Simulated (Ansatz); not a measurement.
AlP (zinc blende, F-43m), plane-wave PAW PBEsol (Ansatz code). The conduction-band minimum lies at X, with 3 equivalent valleys. Second derivatives d²E/dk² of the lowest band at one valley (eV·Å²), along Cartesian directions:

```json
[
 {"direction": "[100]", "d²E/dk²": "9.908"},
 {"direction": "[010]", "d²E/dk²": "31.36"},
 {"direction": "[001]", "d²E/dk²": "31.36"},
 {"direction": "[110]", "d²E/dk²": "20.64"},
 {"direction": "[101]", "d²E/dk²": "20.64"},
 {"direction": "[011]", "d²E/dk²": "31.28"}
]
```

Find the principal effective masses, the density-of-states mass and the conductivity mass.

Off-diagonal terms follow from H_xy = H[110] − (H_xx + H_yy)/2, and m*/mₑ = 7.620 eV·Å² over each eigenvalue: 0.24, 0.24, 0.77. One valley's DOS mass (m₁m₂m₃)^(1/3) = 0.36, conductivity mass 3/(Σ 1/mᵢ) = 0.31 mₑ.

What effective density of states Nc follows at 300 K for parabolic valleys?

Nc = 2.509e19 × 3 × (0.36)^(3/2) ≈ 1.6e19 cm⁻³.

Symmetry was held in the PBEsol relaxation.

Potentials: the later of the program's two PAW sets.

Edges and masses are those of Kohn–Sham bands, whose gap is no quasiparticle gap.
